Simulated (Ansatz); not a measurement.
Input:

TiO2 (anatase, I4_1/amd), a = 3.7396 Å, b = 3.7396 Å, c = 9.4602 Å, α = 90.00°, β = 90.00°, γ = 90.00°; the cell used has 6 atoms.

This is the LDA-relaxed structure.

Task: All from plane-wave PAW LDA (Ansatz code), unless another level is named. Give the electronic dielectric constant ε∞ (DFPT).

Result: 6.87 (xx = yy), 6.27 (zz).

Task: Give the Born charges (a third of the trace).

Result: Ti +6.28, O -3.14 e.

Task: Give the static dielectric constant ε0 (ions relaxed, cell fixed).

Result: 52.8 (xx = yy), 27.3 (zz).

The cell was relaxed with LDA under the symmetry of its start. The run is not spin-polarised.

Potentials: the earlier of the program's two PAW sets. The files were generated under PBE; for other functionals the program regenerates the frozen cores, and for LDA and PBEsol the local potential too.
